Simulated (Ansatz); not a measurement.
NbP:
```
NbP
1.0
    3.29164     0.00000     0.00000
   -1.64582     2.85064     0.00000
    0.00000     0.00000     3.32248
Nb P
1 1
Direct
  0.00000   0.00000   0.00000
  0.66667   0.33333   0.50000
```

Relaxed with PBEsol. Special points in fractions of this cell's reciprocal vectors: Γ (0.000, 0.000, 0.000); M (0.500, 0.000, 0.000); K (0.333, 0.333, 0.000); A (0.000, 0.000, 0.500); L (0.500, 0.000, 0.500); H (0.333, 0.333, 0.500).

Q: List the band energies nearest the Fermi level at these points for the program Ansatz at the PBEsol with spin–orbit coupling level (PAW).

A: In eV from the Fermi level; about four levels below and three above (degenerate sets whole), none deeper than 8.9 eV; points with the same levels are listed once.

| k | below | above |
|---|---|---|
| Γ | -1.97 -1.97 -0.22 -0.22 | 1.86 1.86 1.94 1.94 |
| M | -2.38 -2.38 -0.33 -0.33 | 1.11 1.11 3.34 3.34 |
| K | -2.77 -2.74 -0.17 -0.11 | 1.19 1.31 1.92 |
| A | -0.29 -0.29 -0.17 -0.17 | 2.59 2.59 3.67 3.67 |
| L | -4.22 -4.22 -3.11 -3.11 | 0.02 0.02 3.15 3.15 |
| H | -2.24 -2.22 -0.06 -0.06 | 3.18 3.18 4.57 |

Space group P-6m2. The cell is a constructed one: a structure type filled with these elements; neither database checked (COD, Materials Project) lists it. COD files the formula under space group No. 141, so this cell is another polymorph or a model. Its standing as an ambient phase is unchecked. The cell was relaxed with PBEsol under the symmetry of its start; whether a distortion lowers the energy is not shown. No spin polarisation was allowed.

Potentials: the later of the program's two PAW sets.
